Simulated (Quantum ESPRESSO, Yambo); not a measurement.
LiBr (rock salt, space group Fm-3m, No. 225) under isotropic strain (on all lattice vectors), counted from the cell relaxed with PBEsol, atoms relaxed at each step. norm-conserving PBEsol (Quantum ESPRESSO, 74 Ry, no spin-orbit coupling); G0W0 in Yambo (4×4×4 Γ-centred k mesh, bands 2 to 147 and a 14 Ry block in the screening, 147 bands in G with the Bruneval-Gonze terminator, plasmon pole fitted at 27.2 eV).

```tsv
strain (%)	PBEsol gap (eV)	kind	G0W0 direct gap (eV)
-3	?	near tie	?
-1.5	5.20	near tie	7.62 at Γ
-0.7	5.08	near tie	7.50 at Γ
0	4.98	near tie	7.41 at Γ
+1	4.85	near tie	7.28 at Γ
+2	4.72	near tie	7.15 at Γ
```

Question: Estimate the withheld gaps from the other strains; the computed values follow.

Answer: 
- -3, PBEsol gap (eV): 5.44
- -3, G0W0 direct gap (eV): 7.85 at Γ

GW, BSE and RPA settings are held fixed; their convergence isn't established. «Near tie»: competing band extrema lie within 0.03 eV. Strains are linear. The screening block changes size along the series (229 vectors at -3 %, 259 vectors at -1.5 %, 283 vectors at -0.7 %, 283 vectors at +0 %, 283 vectors at +1 %, 283 vectors at +2 %), which puts steps into the G0W0 values. Spin-orbit splittings are left out.
